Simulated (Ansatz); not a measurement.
Starting cell, Re (hcp, Mg type):

```
Re
1.0
    2.77518     0.00000     0.00000
   -1.38759     2.40338     0.00000
    0.00000     0.00000     4.48302
Re
2
Direct
  0.33333   0.66667   0.75000
  0.66667   0.33333   0.25000
```

Scan: atom 2 (Re, nearest neighbour Re at 2.755 Å; its periodic images, 2.8 Å or more away, move with it) is displaced along Cartesian [110], direction (0.707, 0.707, 0.000) in Cartesian axes, by s. The other atoms stay.

These are PBE (plane waves to 420 eV, PAW, scalar-relativistic; Ansatz, a quantum-chemistry and plane-wave program) values and carry that method's errors. k mesh 15×15×9 (Γ-centred), Fermi-Dirac smearing 0.05 eV. The energy includes the smearing's −TS. With partly filled bands, energies and forces of such displacements shift with the k mesh and the smearing. F∥ is the force on the atom along that direction. Re is run without spin polarisation. Re was relaxed with its symmetry unable to fall. Spin-orbit coupling is left out, though Re is heavy. The PAW data are Ansatz's earlier set. The zero of ΔE is the undisplaced structure.

### Question
What ΔE (meV/cell) and F∥ (eV/Å) does the calculation give at s (Å) = -0.280, -0.224, -0.168, -0.112, 0.056, 0.112, 0.168, 0.280?

### Answer
```
s (Å)   ΔE (meV/cell)  F∥ (eV/Å)
------  -------------  ---------
-0.280            165      1.070
-0.224            110      0.899
-0.168             64      0.718
-0.112             30      0.512
0.056               7     -0.261
0.112              29     -0.517
0.168              65     -0.752
0.280             175     -1.221
```

(A displaced cell: forces are minus the slopes of the energy, force constants its curvatures, and phonons follow from these.)
